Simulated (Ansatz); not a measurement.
The cell comes from COD entry 1532769, which wasn't checked; take it as a given geometry.

A run on TiAl: DFT, PBE, all-electron LAPW, scalar-relativistic (Ansatz 0.2.0). The input:

```yaml
crystal:
  lattice:
    - [2.8373, 0.0, 0.0]
    - [0.0, 2.8373, 0.0]
    - [0.0, 0.0, 4.0591]
  atoms:
    - { symbol: Ti, position: [0.0, 0.0, 0.0] }
    - { symbol: Al, position: [0.5, 0.5, 0.5] }
kpoints:
  mp_grid: { grid: [14, 14, 10] }
scf:
  occupations: { method: fermi_dirac, width: 0.03 }
hamiltonian:
  xc: pbe
  pseudopotentials:
    kind: all_electron
    lapw: { basis_error: 0.0005, muffin_tin_radii: { Ti: 1.589, Al: 1.589 } }
output:
  forces: true
  stress: true
  eigenvalues: true
```

Q: Can this result be used?

A: No. The input was rejected before any iteration. The typed spheres overlap: twice 1.589 Å exceeds the shortest distance, 2.837 Å; smaller radii, or none typed, cure it. It says:
```
Error: `kind: all_electron` solves this crystal on LAPW (the input types lapw, or this build lists no dataset of some species for it), and no LAPW basis is found for it: the given muffin-tin radii of Al and Al, or the smallest supported ones, add up to 3.178 Å, and 2.837 Å are free between these atoms; give smaller radii, or leave one out; where each species has a listed dataset, leave lapw and dirac_shells out and run without spin–orbit coupling, or set another kind (and leave the keys of all_electron out)
```
